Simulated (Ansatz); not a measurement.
Values for one crystal, relaxed and computed with r²SCAN (plane waves, PAW; program Ansatz); other levels are named.

```yaml
volume_per_atom: 18.00 Å³
electronic_character: metallic (no gap)
Poisson's ratio: 0.44
debye_temperature_from_the_elastic_constants: 215 K
Bulk modulus (Birch–Murnaghan fit): 1720 kbar
hill_bulk_and_shear_moduli: 175 and 23.8 GPa
Gap with spin–orbit coupling: none (metallic)
```

**Question.** Which compound is it?
A) Sr, bcc (W type)
B) Fe, bcc (W type)
C) Nb, bcc (W type)
D) Cr, bcc (W type)

**Answer.** C, Nb, bcc (W type)

Space group Im-3m (bcc (W type)). The cell was relaxed with r²SCAN under the symmetry of its start. The run is not spin-polarised. As this level gives no gap, shear constants depend on the k-mesh and smearing (Fermi–Dirac, 0.1 eV here). On the denser mesh and wider smearing of the elastic run this cell carries a stress of 0.4 GPa. Scalar-relativistic: spin–orbit coupling is off unless named, which matters more the heavier the elements.

Potentials: the later of the program's two PAW sets.
